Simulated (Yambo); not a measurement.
Material: NaI (rock salt, space group Fm-3m, No. 225); a = b = c = 4.526 Å, α = β = γ = 60.00° (2 atoms in the cell). Cell and atoms were relaxed with PBEsol from Materials Project entry mp-23268, within its symmetry.

With PBEsol (pw.x of Quantum ESPRESSO, ONCV potentials, scalar-relativistic), the gap between the mesh's edge points (Γ → Γ) is 3.593 eV.

### Question
By how much does one-shot G0W0 (Yambo; 4×4×4 Γ-centred k mesh, bands 2 to 146 and a 10 Ry block in the screening, 146 bands in G with the Bruneval-Gonze terminator, plasmon pole fitted at 27.2 eV) open this gap, and what gap results?

### Answer
The correction is 2.106 eV, giving 5.699 eV, 1.6 times the PBEsol value.  Nearest settings tried, and what they do to the gap: 49 bands in W, 49 bands in G: -79 meV. Not varied: block, mesh. So the settings aren't converged at that level. Spin-orbit coupling is left out, which matters for elements this heavy: edges can move by tenths of an eV.
